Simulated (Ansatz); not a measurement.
A surface is cut from this relaxed crystal of Cu:

Space group P6_3/mmc (No. 194). a = 2.521 Å, b = 2.521 Å, c = 4.117 Å, α = 90.00°, β = 90.00°, γ = 120.00°
| atom | site | symmetry | x | y | z |
| --- | --- | --- | --- | --- | --- |
| Cu | 2c | -6m2 | 0.3333 | 0.6667 | 0.2500 |

Miller indices refer to the conventional cell of P6_3/mmc (No. 194), a = 2.521 Å, b = 2.521 Å, c = 4.117 Å, α = 90.00°, β = 90.00°, γ = 120.00°.

The (001) slab of 5 planes, 8.2 Å thick with 15 Å of vacuum as cut; outer planes Cu (top) and Cu (bottom).

Method: DFT PBEsol, scalar-relativistic, plane waves, PAW (Ansatz). Plane waves to 420 eV, a k mesh through Γ of 15×15×1 on the computed 5-atom cell and Gaussian smearing (0.10 eV); no spin polarisation. A dipole correction removes the field between periodic images along c.

With the atoms at the bulk's places:

| Property | Result |
| --- | --- |
| Surface energy (mean of both faces) | 1.62 J/m² |
| Work function | 5.00 eV |

Task: What changes when all atoms relax within this surface cell and its symmetry?

Result: The energy falls by 0.002 J/m² a face, and the largest move is 0.01 Å.

```json
{
 "Surface energy (mean of both faces)": "1.62 J/m²",
 "Work function": "4.99 eV"
}
```

```json
{"plane (bottom to top)": "1", "atoms": "Cu", "spacing to next, bulk (Å)": "2.058", "relaxed (Å)": "2.043", "change (%)": "-0.7"}
{"plane (bottom to top)": "2", "atoms": "Cu", "spacing to next, bulk (Å)": "2.058", "relaxed (Å)": "2.065", "change (%)": "+0.3"}
{"plane (bottom to top)": "3", "atoms": "Cu", "spacing to next, bulk (Å)": "2.058", "relaxed (Å)": "2.065", "change (%)": "+0.3"}
{"plane (bottom to top)": "4", "atoms": "Cu", "spacing to next, bulk (Å)": "2.058", "relaxed (Å)": "2.043", "change (%)": "-0.7"}
{"plane (bottom to top)": "5", "atoms": "Cu", "spacing to next, bulk (Å)": "", "relaxed (Å)": "", "change (%)": ""}
```

The reference crystal is a form of Cu, which isn't its usual structure.